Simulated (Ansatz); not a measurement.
Relaxed AlNi (CsCl type):

```
CELL_PARAMETERS angstrom
      2.86332     0.00000     0.00000
      0.00000     2.86332     0.00000
      0.00000     0.00000     2.86332
ATOMIC_POSITIONS crystal
  Al 0.00000 0.00000 0.00000
  Ni 0.50000 0.50000 0.50000
```

In each cell atom 1 (Al, nearest neighbour Ni at 2.480 Å; its periodic images, 2.9 Å or more away, move with it) moves by s·(1.000, 0.000, 0.000) (along Cartesian x), the rest being held.

Level of theory: r2SCAN (plane waves to 500 eV, PAW, scalar-relativistic; Ansatz, a program for electronic structure). k mesh 13×13×13 (Γ-centred), Fermi-Dirac smearing 0.05 eV. With partly filled bands, energies and forces of such displacements shift with the k mesh and the smearing. F∥ is the force on the atom along that direction. AlNi is run without spin polarisation. AlNi was relaxed with its symmetry unable to fall. The PAW data are Ansatz's earlier set. 

```json
[
 {"s (Å)": "-0.740", "F∥ (eV/Å)": "4.058"},
 {"s (Å)": "-0.592", "F∥ (eV/Å)": "3.580"},
 {"s (Å)": "-0.444", "F∥ (eV/Å)": "2.811"},
 {"s (Å)": "-0.296", "F∥ (eV/Å)": "1.905"},
 {"s (Å)": "-0.148", "F∥ (eV/Å)": "0.956"},
 {"s (Å)": "0.000", "F∥ (eV/Å)": "0.000"},
 {"s (Å)": "0.148", "F∥ (eV/Å)": "-0.956"},
 {"s (Å)": "0.296", "F∥ (eV/Å)": "-1.905"},
 {"s (Å)": "0.444", "F∥ (eV/Å)": "-2.811"},
 {"s (Å)": "0.592", "F∥ (eV/Å)": "-3.580"},
 {"s (Å)": "0.740", "F∥ (eV/Å)": "-4.058"}
]
```

What is the force constant k = d²E/ds² of this move at s = 0?

6.46 eV/Å². The forces along the line at the two nearest points give (0.956 − (-0.956)) / (2·0.148) = 6.46 eV/Å²; the next pair corrects for the finite step.

With two atoms in the cell this is the zone-centre optical mode. What wavenumber follows?

308 cm⁻¹. Reduced mass μ = 18.48 u; ν̃ = 521.5·√(k/μ) with k = 6.46 eV/Å².

(A displaced cell: forces are minus the slopes of the energy, force constants its curvatures, and phonons follow from these.)
